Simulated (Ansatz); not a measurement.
Starting cell, PbS (rock salt):

```
CELL_PARAMETERS angstrom
      0.00000     5.97499     5.97499
      2.98749     0.00000     2.98749
      2.98749     2.98749     0.00000
ATOMIC_POSITIONS crystal
  S  0.00000 0.00000 0.00000
  S  0.50000 0.00000 0.00000
  Pb 0.25000 0.50000 0.50000
  Pb 0.75000 0.50000 0.50000
```

The atoms are displaced by Q × the pattern below (from a DFPT mode at L = (0.5, 0.0, 0.0), largest move 1; Q in Å), at fixed cell. (q is in reciprocal vectors of the primitive cell; the cell shown is doubled to hold the pattern.)

```tsv
atom	x	y	z
Pb3	-0.577	0.577	0.577
Pb4	0.577	-0.577	-0.577
```

Atoms not listed stay in place.

The numbers are results of r2SCAN (plane waves to 500 eV, PAW, scalar-relativistic; Ansatz, a quantum-chemistry and plane-wave program), not measurements. k mesh 5×10×10 (Γ-centred), Fermi-Dirac smearing 0.05 eV. E stands for the smeared free energy. PbS was relaxed with its symmetry unable to fall. Spin-orbit coupling is left out, though Pb is heavy. The PAW data are Ansatz's earlier set. ΔE is measured from the undisplaced structure.

```json
[
 {"Q (Å)": "-0.180", "−dE/dQ from forces (eV/Å)": "3.096", "ΔE (eV/cell)": "0.2805"},
 {"Q (Å)": "-0.150", "−dE/dQ from forces (eV/Å)": "2.590", "ΔE (eV/cell)": "(withheld)"},
 {"Q (Å)": "-0.120", "−dE/dQ from forces (eV/Å)": "2.079", "ΔE (eV/cell)": "(withheld)"},
 {"Q (Å)": "-0.090", "−dE/dQ from forces (eV/Å)": "1.564", "ΔE (eV/cell)": "0.0705"},
 {"Q (Å)": "-0.060", "−dE/dQ from forces (eV/Å)": "1.044", "ΔE (eV/cell)": "(withheld)"},
 {"Q (Å)": "-0.030", "−dE/dQ from forces (eV/Å)": "0.523", "ΔE (eV/cell)": "(withheld)"},
 {"Q (Å)": "0.000", "−dE/dQ from forces (eV/Å)": "0.000", "ΔE (eV/cell)": "0.0000"},
 {"Q (Å)": "0.030", "−dE/dQ from forces (eV/Å)": "-0.523", "ΔE (eV/cell)": "(withheld)"},
 {"Q (Å)": "0.060", "−dE/dQ from forces (eV/Å)": "-1.044", "ΔE (eV/cell)": "(withheld)"},
 {"Q (Å)": "0.090", "−dE/dQ from forces (eV/Å)": "-1.564", "ΔE (eV/cell)": "0.0705"},
 {"Q (Å)": "0.120", "−dE/dQ from forces (eV/Å)": "-2.079", "ΔE (eV/cell)": "(withheld)"},
 {"Q (Å)": "0.150", "−dE/dQ from forces (eV/Å)": "-2.590", "ΔE (eV/cell)": "(withheld)"},
 {"Q (Å)": "0.180", "−dE/dQ from forces (eV/Å)": "-3.096", "ΔE (eV/cell)": "0.2805"}
]
```

Problem. Some entries are withheld; supply them.

Solution. 
- -0.150, ΔE (eV/cell): 0.1952
- -0.120, ΔE (eV/cell): 0.1251
- -0.060, ΔE (eV/cell): 0.0314
- -0.030, ΔE (eV/cell): 0.0078
- 0.030, ΔE (eV/cell): 0.0078
- 0.060, ΔE (eV/cell): 0.0314
- 0.120, ΔE (eV/cell): 0.1251
- 0.150, ΔE (eV/cell): 0.1952

(For displaced atoms, the force is minus the slope of the energy, and its curvature is a force constant, which sets phonon frequencies.)
